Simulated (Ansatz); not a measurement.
A geometry of Ge$_{2}$Sb$_{2}$Te$_{5}$ away from equilibrium: step 2 of the relaxation of a generated trial cell of Ge2Sb2Te5 in the Ge2Sb2Te5-Petrov structure type. Calculation: PBE (plane waves to 420 eV, PAW, scalar-relativistic; Ansatz, a quantum-chemistry and plane-wave program). Γ-centred k-mesh 6×6×2 on the run's cell (coarser than for final values), Fermi–Dirac smearing 0.05 eV. The plane waves were selected for a different cell earlier on the path.

```xyz
9
Lattice="4.2931 0.0000 0.0000 -2.1466 3.7179 0.0000 0.0000 0.0000 17.3034" Properties=species:S:1:pos:R:3 pbc="T T T"
Te     0.0000     0.0000     0.0000
Sb     2.1465     1.2393     1.8967
Sb     0.0000     2.4786    15.4067
Te     0.0000     2.4786     3.6486
Te     2.1465     1.2393    13.6548
Ge     0.0000     0.0000     5.6788
Ge     0.0000     0.0000    11.6246
Te     2.1465     1.2393     7.1591
Te     0.0000     2.4786    10.1444
```

Question: What forces act on the atoms (eV/Å)?

Answer: 
```json
[
 {"atom": "Te1", "Fx": "0.00", "Fy": "0.00", "Fz": "0.00"},
 {"atom": "Sb2", "Fx": "0.00", "Fy": "0.00", "Fz": "0.43"},
 {"atom": "Sb3", "Fx": "0.00", "Fy": "0.00", "Fz": "-0.43"},
 {"atom": "Te4", "Fx": "0.00", "Fy": "0.00", "Fz": "-0.16"},
 {"atom": "Te5", "Fx": "0.00", "Fy": "0.00", "Fz": "0.16"},
 {"atom": "Ge6", "Fx": "0.00", "Fy": "0.00", "Fz": "0.50"},
 {"atom": "Ge7", "Fx": "0.00", "Fy": "0.00", "Fz": "-0.50"},
 {"atom": "Te8", "Fx": "0.00", "Fy": "0.00", "Fz": "-0.33"},
 {"atom": "Te9", "Fx": "0.00", "Fy": "0.00", "Fz": "0.33"}
]
```

The path ends in P-3m1 (No. 164). No spin polarisation in the result.

The run could not lose the symmetry of its start.

The first start was generated by placing the elements on the sites of a structure type. Materials Project lists a structure of Ge2Sb2Te5 in the same space group, P-3m1 (No. 164); the sites were not compared with it, nor with measured phases.
